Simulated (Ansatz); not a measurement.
# Compressing Cu₃Sb: a fit and a missing row

Cu₃Sb, Pm-3m, a = 3.864 Å. The structure is a Materials Project entry; whether it is the stable form wasn't checked. Ansatz: r2SCAN, PAW, 500 eV, Γ-centred 12×12×12 mesh on 4 atoms, Gaussian smearing 0.10 eV; no spin polarisation. Symmetry fixes shape and atoms, so the cell is only scaled; pressure is positive in compression.

```
V (Å³/atom) P (GPa)
     13.561     8.64
     13.994        ?
     14.426    -0.04
     14.859    -3.35
     15.292    -6.10
```

Take V0 = 14.426 Å³/atom, count pressures from its P0 = -0.04 GPa, fit the third-order Birch–Murnaghan form to the other rows, and predict the missing pressure.

With the Eulerian strain f = ½[(V0/V)^(2/3) − 1] and y = (P − P0)/[3f(1 + 2f)^(5/2)], the form is the line y = B0 + 1.5 B0 (B0′ − 4) f. Rows (f, y): 0.02104, 124.1; -0.00976, 118.8; -0.01906, 116.8. Means f = -0.002593, y = 119.90; Σ(Δf)² = 0.0008810, ΣΔfΔy = 0.1582; the slope is their ratio. y = 120.4 + 179.5 f GPa, so B0 = 120.4 GPa and B0′ = 4 + 2 × (179.5)/(3 × 120.4) = 4.99. At V = 13.994, f = 0.01024, y = 122.24 and P = 3.91 GPa. The run gave 3.91 GPa, the same to the digits shown.

Cost: 5 runs of about 2.1 core-minutes in all, on Intel Xeon 6975P-C (Granite Rapids) (shared hosts).